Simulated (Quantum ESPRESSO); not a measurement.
Different elements on one site among Al Ir Sn W Zn

Calculated results; nothing here was measured. They come from Quantum ESPRESSO 7.5, a public plane-wave density functional program. Each row is one single-point run on a made-up periodic cell of eight metal atoms, with elements, volume, strain and displacements drawn at random and not relaxed, so a cell may be unstable or far from any real phase. There is no spin polarisation or spin-orbit coupling.

Settings: PBE unless stated; PseudoDojo standard norm-conserving files; Fermi-Dirac width 0.25 eV, which means electrons at about 2900 K; cutoff 1197 eV; 5 x 5 x 4 k mesh shifted half a step off Gamma. E is the free energy of the whole cell (internal energy minus TS), so a -TS column is already part of it. Stress is positive in tension, and the pressure P is minus a third of its trace.

Checks: one run of this series was repeated at a higher cutoff and on a denser mesh, which moved values by no more than 0.010 eV, 0.08 GPa and 0.010 eV/Å, and a second program with other atomic files agreed on it to 2 % rms in force and 0.5 GPa in pressure. Known limits: the tin pseudopotential is less sure than most, with forces differing by about three percent from a second method on plain tin; heavy elements are run without spin-orbit coupling, which real alloys of them have; a spin test at this wide smearing found no moment, but such smearing suppresses magnetism that the real alloy may have.

The lattice is hexagonal close-packed, and the cell vectors in Å are (4.244, -2.506, 0.013); (-2.799, 0.077, -4.584); (2.771, 4.911, -0.066), a volume of 127.63 Å³. The elements on sites 1 to 8 are Ir Sn X Sn W Al Al Zn. The runs change X and keep the cell and the displaced positions. The column v is a rough volume for each atom of the pure element, close to PBE values, from general knowledge and not from these runs. Energies are left out, as each element's file has its own zero.

| run | X | v (Å³) | -TS (eV) | force on X (eV/Å) | rms force (eV/Å) | P (GPa) |
|---|---|---|---|---|---|---|
| 1 | Au | 18.0 | ? | ? | ? | ? |
| 2 | Rh | 14.1 | -1.039 | 0.540 | 0.497 | 7.96 |
| 3 | W | 16.1 | -1.027 | 0.625 | 0.502 | 11.56 |
| 4 | Ir | 14.5 | -1.021 | 0.574 | 0.503 | 8.54 |
| 5 | Sc | 24.6 | -0.937 | 0.970 | 0.518 | 17.42 |

## Worked fit

A straight line through the runs shown gives P = -3.6 + 0.862 v GPa with v in Å³, an error of 0.122 on the slope and a scatter of 1.04 GPa. At this fixed volume the pressure tends to rise with the size of X.

## Withheld run

Question: what pressure should run 1, with Au, give?

The fit gives 11.92 ± 1.16 GPa. The calculation gave 14.96 GPa. This run lies off the fit by more than twice that error, so something that the fit leaves out matters here.
